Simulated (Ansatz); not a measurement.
InSb (zinc blende)

```
InSb
1.0
    0.00000     3.31748     3.31748
    3.31748     0.00000     3.31748
    3.31748     3.31748     0.00000
Sb In
1 1
Direct
  0.75000   0.75000   0.75000
  0.00000   0.00000   0.00000
```

Equation-of-state scan: isotropic scaling of the cell above, V₀ being its volume. Symmetry pins the atoms to their sites.

These are PBE (plane waves to 420 eV, PAW, scalar-relativistic; Ansatz, an electronic-structure program) values and carry that method's errors. k mesh 12×12×12 (Γ-centred), Fermi-Dirac smearing 0.05 eV. E stands for the smeared free energy. Stress and pressure are positive under compression. At this level the bands of InSb touch or barely overlap; measurements give the solid a gap. InSb was relaxed with its symmetry unable to fall. Spin-orbit coupling is left out, though Sb is heavy. The PAW data are Ansatz's earlier set. ΔE is measured from the relaxed starting cell. The last digit holds for this mesh only.

```json
[
 {"V (Å³/atom)": "30.669", "ΔE (meV/atom)": "150.8"},
 {"V (Å³/atom)": "31.643", "ΔE (meV/atom)": "98.6"},
 {"V (Å³/atom)": "32.616", "ΔE (meV/atom)": "59.6"},
 {"V (Å³/atom)": "33.590", "ΔE (meV/atom)": "31.7"},
 {"V (Å³/atom)": "34.564", "ΔE (meV/atom)": "13.3"},
 {"V (Å³/atom)": "35.537", "ΔE (meV/atom)": "3.2"},
 {"V (Å³/atom)": "36.511", "ΔE (meV/atom)": "0.0"},
 {"V (Å³/atom)": "37.485", "ΔE (meV/atom)": "2.8"},
 {"V (Å³/atom)": "38.458", "ΔE (meV/atom)": "10.7"},
 {"V (Å³/atom)": "39.432", "ΔE (meV/atom)": "22.9"},
 {"V (Å³/atom)": "40.406", "ΔE (meV/atom)": "38.8"},
 {"V (Å³/atom)": "41.379", "ΔE (meV/atom)": "57.9"},
 {"V (Å³/atom)": "42.353", "ΔE (meV/atom)": "withheld"}
]
```

**Question.** Fit a third-order Birch-Murnaghan form (E₀, V₀, B₀, B₀′ free) to the given rows and predict ΔE at V = 42.353.

**Answer.** Least squares on the 12 given rows: ΔE = E₀ + (9V₀B₀/16)·y²·[2 + (B₀′ − 4)y], y = (V₀/V)^(2/3) − 1, with V₀ = 36.520 Å³/atom, B₀ = 36.63 GPa (160.2 GPa = 1 eV/Å³; the term in eV is multiplied by 1000), B₀′ = 4.86, E₀ = 0.03 meV/atom; root-mean-square residual 0.04 meV/atom. At 42.353 the fit gives 79.8 meV/atom; the calculation gives 79.7 meV/atom, so the extrapolation is off by 0.1 (+0.1 %). For the pressure the fit gives -3.8 GPa against the computed -3.8 GPa.

(A scan under strain: stresses follow from slopes of the energy per volume, elastic moduli from its curvatures.)
